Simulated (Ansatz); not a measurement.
# SrTiO3: from a starting cell to a relaxed one

The start is a generated trial cell of SrTiO3 in the 2H-BaNiO3 structure type. The cell and all atomic positions are relaxed at zero pressure with PBEsol (plane waves to 420 eV, PAW, scalar-relativistic; Ansatz, a quantum-chemistry and plane-wave program). First-step values are on the input's coarse k-mesh.

Ansatz input (later rounds restart from its end on a renewed k-mesh):
Ansatz 0.2 input:
```yaml
crystal:
  lattice:
    - [5.737042, 0, 0]
    - [-2.868521, 4.9684241, 0]
    - [0, 0, 4.901452]
  atoms:
    - { symbol: Sr, position: [0.33333333, 0.66666667, 0.75] }
    - { symbol: Sr, position: [0.66666667, 0.33333333, 0.25] }
    - { symbol: Ti, position: [0, 0, 0] }
    - { symbol: Ti, position: [0, 0, 0.5] }
    - { symbol: O, position: [0.1461995, 0.292399, 0.25] }
    - { symbol: O, position: [0.707601, 0.8538005, 0.25] }
    - { symbol: O, position: [0.1461995, 0.8538005, 0.25] }
    - { symbol: O, position: [0.8538005, 0.707601, 0.75] }
    - { symbol: O, position: [0.292399, 0.1461995, 0.75] }
    - { symbol: O, position: [0.8538005, 0.1461995, 0.75] }
basis: { ecutwfc: 420, ecutrho_ratio: 4, xc_grid: 2, fft_grid_basis: typed }
kpoints: { mp_grid: { grid: [5, 5, 5] } }
hamiltonian:
  xc: pbesol
  dispersion: none
  pseudopotentials: { azcp: { folder: ./paw }, kind: paw }
scf: { occupations: { method: fermi_dirac, width: 0.05 } }
relax: { f_tol: 0.01, max_steps: 100, cell: { stress_tol: 0.02 } }
output: { forces: true, stress: true }
```

How large is the pressure on the unrelaxed cell, and of which sign?

+5.3 GPa (positive: the cell is compressed).

How much energy is released per atom?

78 meV/atom.

How do the shortest distances between atoms change?

The closest pairs of elements (up to four, under 3.6 Å), start → end: O–Ti 1.90 → 1.95 Å; Ti–Ti 2.45 → 2.50 Å; O–O 2.52 → 2.60 Å; O–Sr 2.88 → 2.75 Å.

Is the relaxed structure metallic? Give its gap.

1.54 eV, direct at Γ (no spin-orbit coupling).

Give the final cell and atomic positions.


Space group P6₃/mmc (No. 194); a = 5.4888 Å, b = 5.4888 Å, c = 4.9997 Å, α = 90.00°, β = 90.00°, γ = 120.00°

| atom | site | symmetry | x | y | z |
|---|---|---|---|---|---|
| Sr | 2d | -6m2 | 0.6667 | 0.3333 | 0.2500 |
| Ti | 2a | -3m. | 0.0000 | 0.0000 | 0.0000 |
| O | 6h | mm2 | 0.1578 | 0.3155 | 0.2500 |

The space group stays P6₃/mmc (No. 194) (the run could not lower it), with 10 atoms in the primitive cell. Final values are on a 7×7×7 k-mesh of the relaxed cell. No spin polarisation in the result.

The run could not lose the symmetry of its start.

The first start was generated by placing the elements on the sites of a structure type. Materials Project lists a structure of SrTiO3 in the same space group, P6₃/mmc (No. 194); the sites were not compared with it, nor with measured phases. Known forms of SrTiO3 include space group No. 221.
